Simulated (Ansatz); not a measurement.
Two states of VH4

```yaml
crystal:
  lattice:
    - [-2.20426, 0.06021, 2.18843]
    - [2.23224, -0.02733, 2.21641]
    - [-0.08754, 4.33042, 0.03288]
  atoms:
    - { symbol: V, position: [0.97688, 0.03868, 0.98590] }
    - { symbol: H, position: [0.98273, 0.49179, 0.24872] }
    - { symbol: H, position: [0.51053, 0.02972, 0.74567] }
    - { symbol: H, position: [0.00342, 0.51125, 0.75658] }
    - { symbol: H, position: [0.51413, 0.96893, 0.23214] }
```

Level: r2SCAN, with U = 4.61 eV and J = 0.51 eV on V d (all-electron-ortho-atomic projectors); 500 eV; 6×6×4 (shifted by 0.5, 0, 0 steps) mesh; methfessel-paxton occupations (width 0.0844 eV); Ansatz 0.2.0, fixed geometry.

State A: V1 up (collinear spin). State B: no moments (no spin polarisation).

Which state is lower, and how do they differ?

State A is lower by 274.9 meV an atom at zero smearing.

```csv
state,free energy (meV/atom),largest moment in a small sphere (μB),net moment (μB/cell),gap on mesh (eV),pressure (GPa),largest force (eV/Å)
A,0.0,1.34,2.05,metal,-3.5,2.16
B,274.8,0.00,0.00,metal,-7.6,0.75
```

Origin: a cell with a point defect, so it need not be a known compound. Caveats: the k mesh is coarse if the cell is a metal; atoms or cell far from equilibrium.
